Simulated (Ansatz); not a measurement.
Relaxed KCl (rock salt):

```xyz
2
Lattice="0.0000 3.1462 3.1462 3.1462 0.0000 3.1462 3.1462 3.1462 0.0000" Properties=species:S:1:pos:R:3 pbc="T T T"
Cl     0.0000     0.0000     0.0000
K      3.1462     3.1462     3.1462
```

These are r2SCAN (plane waves to 500 eV, PAW, scalar-relativistic; Ansatz, a first-principles code) values and carry that method's errors. k mesh 7×7×7 (Γ-centred), Fermi-Dirac smearing 0.05 eV. KCl was relaxed with its symmetry unable to fall.

One atom of the cell was then moved (with its periodic images), all else fixed, and the forces (eV/Å) came out as:

| atom | Fx | Fy | Fz |
|---|---|---|---|
| Cl1 | 0.000 | 0.000 | 0.302 |
| K2 | 0.000 | 0.000 | -0.302 |

With two atoms only their relative shift counts; take K2 as fixed.

Problem. Which atom was moved, and by which vector (Å)?

Solution. Cl1, by (0.00, 0.00, -0.19), 0.19 Å in all.

(For displaced atoms, the force is minus the slope of the energy, and its curvature is a force constant, which sets phonon frequencies.)
